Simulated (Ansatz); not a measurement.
## 93Nb fingerprints of the forms of Ba6LiNb2IrCl2O12

All values are calculated (Ansatz; DFT, PBE, plane waves and PAW, scalar-relativistic, 420 eV cutoff), not measured. Q(93Nb) = -320.0 mb, I = 9/2. The cells come from the Materials Project (computed, not necessarily observed phases), with the atoms as given. Calculated pressures reach 2 GPa in size and forces 0.5 eV/Å in them. Spin–orbit coupling is left out, which moves gradients at and beside heavy atoms (Ba, Ir) by some per cent and at some sites by far more.

Problem. Rank the structures by their largest 93Nb |C_Q|, smallest first.
A. C2/m, 24 atoms in the cell run; Nb site: 6 O at 1.93–2.24 Å
B. P1, 24 atoms in the cell run; Nb sites: (1) 6 O at 1.92–2.18 Å. (2) 6 O at 1.95–2.23 Å.
C. P3m1, 24 atoms in the cell run; Nb sites: (1) 6 O at 1.92–2.19 Å. (2) 6 O at 1.97–2.15 Å.

Solution. C (21.5 MHz), A (37.8 MHz), B (43.6 MHz).

The crystals are a selection from a larger pool of database entries, not a random sample of it.
